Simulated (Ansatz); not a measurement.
# Fixed-moment energies of RbVF3 (Pm-3m)

Computed with Ansatz (plane waves, PAW): PBEsol+U, U = 4.0 eV, J = 0.9 eV (Liechtenstein form) on V d, fully localised double counting, collinear spin, scalar-relativistic, 420 eV, PAW set soft_2 (made for PBE), 5×5×5 mesh, Gaussian smearing of 0.05 eV.

```xyz
5
Lattice="4.1820 0.0000 0.0000 0.0000 4.1820 0.0000 0.0000 0.0000 4.1820" Properties=species:S:1:pos:R:3 pbc="T T T"
Rb    0.0000    0.0000    0.0000
V     2.0910    2.0910    2.0910
F     2.0910    2.0910    0.0000
F     0.0000    2.0910    2.0910
F     2.0910    0.0000    2.0910
```

The structure is that of a cell as deposited in COD, unrelaxed.

Cell and atoms stay fixed. The reference is a free state that was started with parallel moments (start: natural orbitals of the symmetric run filled by rank) and keeps them. It has 3 d electrons in filled orbitals, 3 of them unpaired, the high-spin filling, a gap of 2.84 eV and a whole-number cell moment of 3 μB, as a collinear insulator must have; cell moment 3.00 μB, site moments in spheres V 2.24 μB, shell filling V 3↑ 0↓, 3.50 e. A natural orbital (eigenvector of a shell's occupation matrix) is counted as filled above 0.75 (0.9 in a metal) and as partly filled from 0.35 up to that; ↑ and ↓ are the spin channels. The formal moment from which the starts were built is 3 μB a cell. The total moment M = N↑ − N↓ was then locked, each spin with its own Fermi level. Locks at 70 % of the formal moment or more started from the reference's natural orbitals, filled by rank with the formal electron count; the others from atoms with scaled moments, and the lock at zero from atoms without moments.

| M (μB/cell) | ΔE (meV/atom) | ΔE (eV/cell) | site moments (μB) | shell filling | E_F↑ − E_F↓ (eV) | flags |
| --- | --- | --- | --- | --- | --- | --- |
| 0.00 | 792.4 | 3.96 | under 0.05 | V 0↑(+3 partly) 0↓(+3 partly), 3.63 e | 0.00 | – |
| 0.75 | 742.1 | 3.71 | V 0.58 | V 0↑(+3 partly) 0↓(+3 partly), 3.62 e | -1.38 | – |
| 2.25 | 290.4 | 1.45 | V 1.68 | V 0↑(+3 partly) 0↓, 3.52 e | -3.40 | – |

ΔE counts from the reference.

What does a lock at M = 2.70 μB give?

ΔE = 121.8 meV/atom (0.61 eV per cell), site moments V 2.05 μB, filling V 3↑ 0↓, 3.48 e.

Turning one electron's spin changes M by 2 μB. From the reference, going to 2.70 μB turns 0.15 electrons from spin up to down and costs 0.61 eV, or 4.06 eV per electron turned; going to 2.25 μB turns 0.38 electrons from spin up to down and costs 1.45 eV, or 3.87 eV per electron turned. In a gapped state the first turned electron must leave a filled band of one spin for an empty band of the other, so E(M) has a kink at the free moment. Where both spins are metallic, the slope dE/dM is half the difference of the two Fermi levels, -2.02 eV/μB at M = 2.70 μB. A straight line of that slope from the reference gives 2.02 × 0.30 = 0.607 eV, against 0.609 eV found, near that line and not at half of it as for a parabola: the mark of a kink.

At M = 0.00, 0.75 μB the count of filled and partly filled orbitals of each spin differs from the reference's, which may be the change of moment itself or a change of state.

At M = 2.25 μB the count differs too, but no natural occupation moves by as much as 0.2: one crosses a counting threshold, which lies higher in a metal.

For M = 0.00 μB: The Hubbard term of the energy is 0.31 eV per cell in the reference and 2.88 eV in the locked state. Of the difference of 3.96 eV per cell, the Hubbard term gives 2.58 eV and all other terms 1.39 eV. The other terms are taken on each state's own density, so they aren't the result of a run without U.

Holding the site moments themselves (in spheres) instead: V2 2.13 μB lies at 14.5 meV/atom.

With one V ion in the cell, V moments can't oppose each other.

The points needn't share one orbital state, so they needn't lie on one smooth curve, and a lower state can't be excluded at any of them. For metallic states the mesh is coarse, so energy differences carry some meV/atom. U is one value of a scan, not fitted to this compound, so the states needn't resemble the real material's. A gap on the mesh alone may shrink between mesh points. Site moments are integrated in small spheres and here fall short of the shell's N↑ − N↓.
